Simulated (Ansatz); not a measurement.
Al:
```xyz
2
Lattice="0.0000 3.0253 3.0253 3.0253 0.0000 3.0253 3.0253 3.0253 0.0000" Properties=species:S:1:pos:R:3 pbc="T T T"
Al     1.5127     1.5127     1.5127
Al     0.0000     0.0000     0.0000
```

Relaxed with PBE. Special points in fractions of this cell's reciprocal vectors: Γ (0.000, 0.000, 0.000); X (0.500, 0.000, 0.500); U (0.625, 0.250, 0.625); K (0.375, 0.375, 0.750); L (0.500, 0.500, 0.500); W (0.500, 0.250, 0.750).

Question: List the band energies nearest the Fermi level at these points for PBE in the plane-wave PAW code Ansatz.

Answer: In eV from the Fermi level; about four levels below and three above (degenerate sets whole), none deeper than 8.9 eV; points with the same levels are listed once.

```
k                    below                  above
-  -----------------------  ---------------------
Γ                    -7.82         2.12 2.12 2.12
X  -4.33 -4.33 -0.36 -0.36  2.13 2.13 10.53 10.53
U        -4.64 -3.84 -1.74         0.00 2.56 5.08
L              -5.81 -3.81         1.10 1.10 3.22
W  -4.16 -4.16 -1.35 -1.35    5.14 5.14 5.97 5.97
```

Space group Fd-3m (diamond). The cell is a constructed one: a structure type filled with these elements; neither database checked (COD, Materials Project) lists it. It is not the phase usual at ambient conditions (space group No. 225). The cell was relaxed with PBE under the symmetry of its start. At this level the phase is mechanically unstable.

Potentials: the later of the program's two PAW sets.
